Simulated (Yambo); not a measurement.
Quantum ESPRESSO input (LDA, PseudoDojo standard norm-conserving files, scalar-relativistic) whose wavefunctions are converted with p2y:

```
&CONTROL
  calculation = 'nscf'
  pseudo_dir = './pseudo'
  outdir = './out'
/
&SYSTEM
  ibrav = 0
  nat = 2
  ntyp = 2
  ecutwfc = 48.0
  ecutrho = 192.0
  occupations = 'fixed'
  force_symmorphic = .true.
  nbnd = 151
/
&ELECTRONS
  conv_thr = 2e-09
  diago_full_acc = .true.
  diago_thr_init = 1e-08
/
ATOMIC_SPECIES
Al 26.9815 Al.upf
P 30.9738 P.upf
CELL_PARAMETERS angstrom
  0.000000000000   2.713663820000   2.713663820000
  2.713663820000   0.000000000000   2.713663820000
  2.713663820000   2.713663820000   0.000000000000
ATOMIC_POSITIONS crystal
Al   0.000000000000   0.000000000000   0.000000000000
P   0.250000000000   0.250000000000   0.250000000000
K_POINTS automatic
4 4 4 0 0 0
```

Yambo's initialisation report on symmetry, reciprocal space, the k grid and the gaps on this mesh:

```
  [02.02] Symmetries
  ==================

  Inversion symmetry    : yes
  Spatial inversion     : no
  Inversion index       :  25
  K-space Time-reversal : yes
  Magnetic symmetries   : no
  Time-reversal derived K-space symmetries:   25   48
  Group table correct   : yes
  Symmetries units      :  [cc]

  [02.03] Reciprocal space
  ========================

  nG shells         :  171
  nG charge         :  12039
  nG WFs            :  1962
  nC WFs            :  1540
  G-vecs. in first 17 shells:  [ Number ]
     1    9   15   27   51   59   65   89  113
    137   169   181   229   259   283   307   331
  ...
  Shell energy in first 17 shells:  [ mHa ]
    0.00000      562.965      750.620      1501.24      2064.20      2251.86      3002.48      3565.44      3753.10
    4503.72      5066.68      6004.96      6567.92      6755.58      7506.20      8069.16      8256.82
  ...

  [02.04] K-grid lattice
  ======================

  Compatible Grid is   : 3D
  Base K vectors       :  K_min[ 1 ]  K_min[ 2 ]  K_min[ 3 ]
  K_min[ 1 ] :  0.250000  0.000000  0.000000 [rlu]
  K_min[ 2 ] :  0.000000  0.000000  0.250000 [rlu]
  K_min[ 3 ] :  0.000000  0.250000  0.000000 [rlu]
  Grid dimensions      :   4   4   4
  K lattice UC volume  :  0.014370 [a.u.]

  IBZ K-points                                      :   8
  BZ  K-points                                      :   64

  K/Q-points units:
  rlu = crystal or reduced units; cc = cartesian coordinates; iku = interal k-units

  K [1]          [rlu]:  0.000000  0.000000  0.000000
         WF components:  1459
  K [2]          [rlu]:  0.000000  0.000000  0.250000
         WF components:  1507
  K [3]          [rlu]:  0.000000  0.000000 -0.500000
         WF components:  1502
  K [4]          [rlu]:  0.000000  0.250000  0.250000
         WF components:  1491
  K [5]          [rlu]:  0.000000  0.250000 -0.500000
         WF components:  1515
  K [6]          [rlu]:  0.000000  0.250000 -0.250000
         WF components:  1522
  K [7]          [rlu]:  0.000000 -0.500000 -0.500000
         WF components:  1524
  K [8]          [rlu]:  0.250000 -0.500000 -0.250000
         WF components:  1540

  [02.05] Energies & Occupations
  ==============================

  [X] === General ===
  [X] Electronic Temperature                        :  0.000000  0.000000 [eV K]
  [X] Bosonic    Temperature                        :  0.000000  0.000000 [eV K]
  [X] Finite Temperature mode                       : no
  [X] El. density                                   :  0.20017E+24 [cm-3]
  [X] Fermi Level                                   :  5.010750 [eV]

  [X] === Gaps and Widths ===
  [X] Conduction Band Min                           :  1.420363 [eV]
  [X] Valence Band Max                              :  0.000000 [eV]
  [X] Filled Bands                                  :   4
  [X] Empty Bands                                   :    5  151
  [X] Direct Gap                                    :  3.242477 [eV]
  [X] Direct Gap localized at k                     :  1
  [X] Indirect Gap                                  :  1.420363 [eV]
  [X] Indirect Gap between kpts                     :   1   7
  [X] Last valence band width                       :  2.910460 [eV]
  [X] 1st conduction band width                     :  2.813076 [eV]
```
The gaps are LDA values on this mesh alone; only operations without fractional translations are kept.

Geometry relaxed with LDA.
